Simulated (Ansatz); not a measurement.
SiGe:
```
CELL_PARAMETERS angstrom
      3.92805     0.00000     0.00000
      0.00000     3.92567     0.00000
      0.00000     0.00000    11.09883
ATOMIC_POSITIONS crystal
  Si 0.25000 0.00000 0.31923
  Si 0.25000 0.50000 0.43956
  Si 0.75000 0.50000 0.56044
  Si 0.75000 0.00000 0.68077
  Ge 0.25000 0.00000 0.80539
  Ge 0.25000 0.50000 0.93537
  Ge 0.75000 0.50000 0.06463
  Ge 0.75000 0.00000 0.19461
```

Relaxed with r²SCAN.

Question: Map the electron localisation function on the plane through (0.250, 0.000, 0.319) spanned by u = [0, 1, 0] and v = [0, 0, 1] in lattice vectors, from r²SCAN (plane waves, PAW; program Ansatz).

Answer: x is the fraction of u, y of v (the angle between them is 90°; rows are the nearest grid lines); atoms in the plane: Si at (0.00, 0.00), Si at (0.50, 0.12), Ge at (0.00, 0.49), Ge at (0.50, 0.62).
```
|*=:+#%%#*+++*#%%#+:=*|
|--=====-.....-=====--|
|***+=-:.     .:-=+***|
|==--:.         .:--==|
|                     |
|        .....        |
|      .::---::.      |
|   .:-=========-:.   |
|..:-=--:.   .:--=-:..|
|=+*##+=:     :=+##*+=|
|==+#%#+=:. .:=+#%#+==|
|  :-+#%#+===+#%#+-:  |
|   :-=++=-:-=++=-:   |
|:------:.   .:------:|
|====--:.     .:--====|
|--::.           .::--|
|                     |
|      .:-===-:.      |
|    .:-=+***+=-:.    |
|  .:-===========-:.  |
|=+*#%%#=:-*-:=#%%#*+=|
|*#%@@@@@#=:=#@@@@@%#*|
|-+%@@@@@%#*#%@@@@@%+-|
|*=:+#%%#*+++*#%%#+:=*|
```
Scale: ten equal steps from 0.004 (start of ' ') to 0.955 (end of '@'), in the order ' .:-=+*#%@'; x runs from 0.000 to 1.00, y from 0.000 (bottom) to 1.00 (top).

The density is the valence pseudo-density with augmentation charge, so density and ELF within about 1 Å of a nucleus are not all-electron values.

Space group Pmma. The start of the workflow was typed in or built on a structure type; neither database checked (COD, Materials Project) lists it. Its standing as an ambient phase is unchecked. The r²SCAN relaxation kept the symmetry of its start; its stability against distortions is not shown here.

Potentials: the later of the program's two PAW sets.
